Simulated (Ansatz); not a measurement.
Input and command of a plane-wave DFT calculation in Ansatz:

```yaml
crystal:
  lattice:
    - [0.0, 2.2863544598, 2.2863544598]
    - [2.2863544598, 0.0, 2.2863544598]
    - [2.2863544598, 2.2863544598, 0.0]
  atoms:
    - { symbol: Hf, position: [0.6501871316, 0.4312437484, 0.4571915022] }
    - { symbol: C, position: [-0.1501871316, 0.0687562516, 0.0428084978] }
basis:
  ecutwfc: 420
kpoints:
  mp_grid: { grid: [12, 12, 12] }
hamiltonian:
  xc: lda
scf:
  occupations: { method: gaussian, width: 0.15 }
output:
  forces: true
  stress: true
  eigenvalues: true
relax:
  adjacent_minimum: "off"
  f_tol: 0.01
  max_steps: 80
  cell: { stress_tol: 0.1 }
```

```bash
ansatz run input.yaml --threads 1 --pin off --max-ram 2560MiB --backend cpu --events-out ev --progress --plain --runs-dir out
```

Processor: Intel(R) Xeon(R) 6975P-C (Granite Rapids), 1 thread, on a host shared with other jobs.

**Question.** Estimate time, memory and problem size.

**Answer.** About 3.2 min on 1 thread of Intel(R) Xeon(R) 6975P-C (Granite Rapids), with other jobs on the host, peak memory 0.77 GiB. It solves 19 bands at 868 k points (the mesh reduced by the symmetry that the task leaves, which can be less than the crystal's) with about 459 plane waves (on the last cell), in 40 SCF iterations over 7 ionic steps.
